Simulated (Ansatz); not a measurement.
## KCl: excitons and shallow donors from band masses and screening

Theory: DFT r2SCAN, scalar-relativistic, plane waves, PAW (Ansatz).

Plane waves to 500 eV, a k mesh through Γ of 6×6×6 on the computed 2-atom cell and Gaussian smearing (0.02 eV); no spin polarisation.

Relaxed cell: Fm-3m, a = 6.293 Å, b = 6.293 Å, c = 6.293 Å, α = 90.00°, β = 90.00°, γ = 90.00°, 2 atoms in the primitive cell.

The calculation gives a Kohn–Sham gap of 5.83 eV, an electron mass of 0.448 mₑ and a hole mass of 1.72 mₑ (harmonic means over x, y, z and over the bands degenerate at each edge), and ε∞ = 2.43 (independent particles, mean of the diagonal).

Question: Estimate the binding energy and radius of a Wannier–Mott exciton and of a shallow donor, and say whether the hydrogenic model can hold.

Answer: The reduced mass is μ = mₙmₕ/(mₙ + mₕ) = 0.355 mₑ, with mₙ and mₕ the band masses. With E_b = 13.606 eV × μ/ε² and a = 0.529 Å × ε/μ (μ in mₑ) the exciton has E_b = 818 meV and a = 3.6 Å. For a donor μ is the electron mass: 1030 meV and 2.9 Å. The radius isn't large against the shortest lattice vector (4.45 Å), so the continuum picture is doubtful and the numbers are only a scale. In a polar crystal the ions screen too, so a state bound more weakly than an optical phonon feels the larger static constant, which lowers the energy and widens the orbit. The other way, the small Kohn–Sham gap and the missing local fields make ε∞ too large and the masses tend to be too light, which underbinds.